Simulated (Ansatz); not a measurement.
## Structures of BaZn3: which is lowest?

Plane-wave DFT in Ansatz with scalar-relativistic PAW potentials, cutoff 420 eV, Γ-centred meshes chosen by cell and gap, Gaussian smearing with energies taken to zero width. Every cell was relaxed (cell and atoms) in a run of its own, within the symmetry of its start. Functional: PBE.

Relaxed structures (starts from databases or built by putting these elements on another compound's sites):
A. Pm-3m, 4 atoms in the computed cell, a = 4.774 Å; sites (symmetry × multiplicity) Ba m-3m × 1, Zn 4/mm.m × 3; start: built
B. Fm-3m, 4 atoms in the computed cell, a = 7.306 Å; sites (symmetry × multiplicity) Ba m-3m × 4, Zn -43m × 8 + m-3m × 4; start: built

Rank them by energy. Could pressure change the order?

| structure | group | E − E(lowest) (meV/atom) | V (Å³/atom) | gap on mesh (eV) |
| --- | --- | --- | --- | --- |
| B | Fm-3m | 0.0 | 24.37 | 0.00 |
| A | Pm-3m | 100 | 27.20 | 0.00 |

B is lowest, 100 meV/atom under A. The lowest is also the densest of these, so pressure wouldn't bring one of the others in at first order. Other structures may lie lower than all of these, and vibrations aren't counted.

Spin-orbit coupling is left out, which matters for the bands of heavy elements.